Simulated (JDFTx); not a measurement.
Input for a modified build of JDFTx: bicarbonate, CHO3 (SMILES O=C([O-])O), charge -1, multiplicity 1, CANDLE, water, 1 M NaF; lengths in bohr, energies in hartree. JDFTx counts charge in electrons: elec-initial-charge is the number of excess electrons. The run starts from orbitals saved by an earlier run of the same system.

```
lattice \
  24.5664396201 0.0000000000 0.0000000000 \
  0.0000000000 22.6767134955 0.0000000000 \
  0.0000000000 0.0000000000 19.3696927774
coords-type Cartesian
ion O -1.4856953653 1.8381489863 -0.0001500045 0
ion C 0.9035899369 0.4706589572 -0.0000626248 0
ion O 0.6480896372 -1.8381489863 -0.0000278634 0
ion O 2.7695612000 1.8206723470 0.0000965172 0
ion H -2.7695612000 0.5445292364 0.0001500045 0
ion-species pseudo/o_pbe_v1.2.upf
ion-species pseudo/c_pbe_v1.2.upf
ion-species pseudo/h_pbe_v1.4.upf
core-overlap-check none
elec-cutoff 20 100
elec-ex-corr gga-PBE
symmetries none
elec-n-bands 15
converge-empty-states yes
elec-initial-charge +1
electronic-scf nIterations 100 energyDiffThreshold 1e-08
fluid LinearPCM
pcm-variant CANDLE
fluid-solvent H2O
fluid-cation Na+ 1
fluid-anion F- 1
fluid-minimize nIterations 400 knormThreshold 1e-11
wavefunction read s0.wfns
dump-name s1.$VAR
dump End State Ecomponents EigStats BandEigs Forces ElecDensity IonicPositions FluidDebug
```

The log closes as follows.

```
[...]
SCF: Cycle: 18   Etot: -54.720073831390017   dEtot: -6.294e-09   |Residual|: 5.494e-05   |deigs|: 1.463e-04
SCF: Cycle: 19   Etot: -54.720073834830607   dEtot: -3.441e-09   |Residual|: 5.189e-05   |deigs|: 1.360e-04
SCF: Converged (|Delta E|<1.000000e-08 for 2 iters).
Converging empty states (this may take a while): |deigs|: 4.121e-04

# Ionic positions in cartesian coordinates:
ion O  -1.485695365300000   1.838148986300000  -0.000150004500000 0
ion O   0.648089637200000  -1.838148986300000  -0.000027863400000 0
ion O   2.769561200000001   1.820672347000000   0.000096517200000 0
ion C   0.903589936900000   0.470658957200000  -0.000062624800000 0
ion H  -2.769561200000001   0.544529236400000   0.000150004500000 0

# Forces in Cartesian coordinates:
force O   0.027297254946333   0.012875164693670  -0.000015276595381 0
force O   0.003975526963304  -0.039714398775583  -0.000002121210653 0
force O   0.034780930625724   0.024504685715892   0.000015068257489 0
force C  -0.049212702386663   0.015634647086495   0.000006608416996 0
force H  -0.016861588471754  -0.013311242783050   0.000000941421987 0

# Energy components:
   A_diel =       -0.0787926969482026
   Eewald =       28.7014698279346057
       EH =       78.2208145245110842
     Eloc =     -182.3198036738398287
      Enl =        7.6641011038196414
      Exc =      -13.3669622523971849
 Exc_core =        0.2288228206366867
       KE =       26.2323913750776505
  MuShift =       -0.0021148636250714
-------------------------------------
     Etot =      -54.7200738348306075


	eMin: -1.021222 at state 0 ( [ +0.000000 +0.000000 +0.000000 ] spin 0 )
	HOMO: -0.239079 at state 0 ( [ +0.000000 +0.000000 +0.000000 ] spin 0 )
```

The run took 20 electronic cycles (a count that differs between repeats, as do the digits past 10⁻⁶ Ha); the highest occupied level lies at -6.51 eV from the bulk liquid.
